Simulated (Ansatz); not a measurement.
SrVO3 (cubic perovskite)

```
SrVO3
1.0
    3.85762     0.00000     0.00000
    0.00000     3.85762     0.00000
    0.00000     0.00000     3.85762
Sr V O
1 1 3
Direct
  0.00000   0.00000   0.00000
  0.50000   0.50000   0.50000
  0.00000   0.50000   0.50000
  0.50000   0.50000   0.00000
  0.50000   0.00000   0.50000
```

Equation-of-state scan: isotropic scaling of the cell above, V₀ being its volume. Symmetry pins the atoms to their sites.

Level of theory: PBE (plane waves to 420 eV, PAW, scalar-relativistic; Ansatz, a first-principles code). k mesh 12×12×12 (Γ-centred), Fermi-Dirac smearing 0.05 eV. The energy includes the smearing's −TS. Stress and pressure are positive under compression. SrVO3 is run without spin polarisation and with no Hubbard U. SrVO3 was relaxed with its symmetry unable to fall. The zero of ΔE is the relaxed starting cell.

The scan covers V/V₀ from 0.840 to 1.160 in 13 points.

Q: What is ΔE at V/V₀ = 0.840?

A: 227 meV/atom.

Q: What pressure does the cell carry at V/V₀ = 0.840?

A: 46.4 GPa.

Q: What is ΔE at V/V₀ = 1.160?

A: 127 meV/atom.

(Under strain, the slope of the energy per volume gives the stress and its curvature an elastic modulus.)
